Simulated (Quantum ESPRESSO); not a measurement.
**Band energies of CdPbF₆**

```
CdPbF6
1.0
    2.64395     1.52649     5.11194
   -2.64395     1.52649     5.11194
    0.00000    -3.05297     5.11194
F Cd Pb
6 1 1
Direct
  0.24004   0.60427   0.91547
  0.75996   0.39573   0.08453
  0.91547   0.24004   0.60427
  0.08453   0.75996   0.39573
  0.60427   0.91547   0.24004
  0.39573   0.08453   0.75996
  0.50000   0.50000   0.50000
  0.00000   0.00000   0.00000
```

PBEsol (pw.x of Quantum ESPRESSO, ONCV potentials, without SOC); path ΓLB1,BZΓX,QFP1Z,LP; energies in eV from the valence-band maximum.

| k (1/Å) | point | band 34 | band 35 | band 36 | band 37 | band 38 | band 39 | band 40 | band 41 |
|---|---|---|---|---|---|---|---|---|---|
| 0.00 | Γ | -0.56 | -0.47 | -0.47 | 0.00 | 0.00 | 2.42 | 7.72 | 9.62 |
| 0.48 |  | -0.59 | -0.54 | -0.49 | -0.33 | -0.18 | 3.34 | 6.89 | 10.07 |
| 0.72 | L | -0.59 | -0.54 | -0.47 | -0.47 | -0.22 | 3.66 | 6.60 | 10.07 |
| 0.98 |  | -0.66 | -0.50 | -0.43 | -0.24 | -0.19 | 3.79 | 6.79 | 9.62 |
| 1.25 | B1 | -0.64 | -0.47 | -0.43 | -0.23 | -0.09 | 3.99 | 7.13 | 9.28 |
| 1.25 | B | -0.64 | -0.47 | -0.43 | -0.23 | -0.09 | 3.99 | 7.13 | 9.28 |
| 1.69 |  | -0.65 | -0.47 | -0.46 | -0.34 | -0.26 | 3.71 | 6.52 | 10.02 |
| 1.90 | Z | -0.69 | -0.46 | -0.46 | -0.30 | -0.30 | 3.58 | 6.33 | 10.66 |
| 2.31 |  | -0.57 | -0.48 | -0.48 | -0.07 | -0.07 | 2.69 | 7.36 | 9.88 |
| 2.52 | Γ | -0.56 | -0.47 | -0.47 | 0.00 | 0.00 | 2.42 | 7.72 | 9.62 |
| 2.69 |  | -0.58 | -0.50 | -0.48 | -0.07 | -0.02 | 2.60 | 7.57 | 9.76 |
| 3.04 |  | -0.64 | -0.53 | -0.46 | -0.27 | -0.12 | 3.46 | 6.97 | 9.59 |
| 3.38 | X | -0.64 | -0.49 | -0.41 | -0.16 | -0.12 | 3.95 | 7.08 | 9.19 |
| 3.38 | Q | -0.64 | -0.49 | -0.41 | -0.16 | -0.12 | 3.95 | 7.08 | 9.19 |
| 3.71 | F | -0.65 | -0.54 | -0.41 | -0.10 | -0.02 | 4.01 | 7.49 | 8.89 |
| 3.71 | P1 | -0.63 | -0.51 | -0.43 | -0.21 | -0.12 | 3.98 | 7.15 | 9.10 |
| 3.85 |  | -0.62 | -0.49 | -0.45 | -0.30 | -0.17 | 3.92 | 6.93 | 9.32 |
| 4.13 |  | -0.66 | -0.46 | -0.46 | -0.32 | -0.28 | 3.63 | 6.41 | 10.26 |
| 4.27 | Z | -0.69 | -0.46 | -0.46 | -0.30 | -0.30 | 3.58 | 6.33 | 10.66 |
| 4.27 | L | -0.59 | -0.54 | -0.47 | -0.47 | -0.22 | 3.66 | 6.60 | 10.07 |
| 4.70 | P | -0.63 | -0.51 | -0.43 | -0.21 | -0.12 | 3.98 | 7.15 | 9.10 |

The PBEsol gap is direct, 2.42 eV at Γ.

Spin-orbit coupling is left out; with 6p states at a band edge it can lower the gap by many tenths of an eV, most of a small gap.

Geometry of the Materials Project entry, not relaxed at this level.

The structure is a Materials Project entry; no match was found in the copy of COD used, and its stability was not checked.
